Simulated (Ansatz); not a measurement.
NbRu (L1₀ or tetragonal B2, space group No. 123) at seven volumes, plane-wave PAW LDA (Ansatz code), shape and atoms relaxed at each. One row is withheld.

```
V (Å³/atom)  P (GPa)
-----------  -------
13.821             ?
14.276         18.83
14.732          8.70
15.187          0.00
15.643         -7.45
16.099        -13.81
16.554        -19.22
```

**Question.** Fit the shown pressures and predict the withheld one.

**Answer.** P = (3/2)B₀(x^(7/2) − x^(5/2))[1 + (3/4)(B′ − 4)(x − 1)] with x = (V₀/V)^(2/3). Least squares on the six rows gives V₀ = 15.187 Å³/atom, B₀ = 267 GPa, B′ = 4.21. At V = 13.821, x = 1.0648 and P = 30.70 GPa. The run itself gave 30.70 GPa.

Space group P4/mmm (L1₀ or tetragonal B2). The workflow started from a Materials Project entry (that database holds measured and hypothetical structures alike); the Crystallography Open Database files this formula in space group No. 123, but the cells were not matched. Its standing as an ambient phase is unchecked. The LDA relaxation kept the symmetry of its start; of distortions, only those at the zone centre were tested. The run is not spin-polarised.

Potentials: the later of the program's two PAW sets.
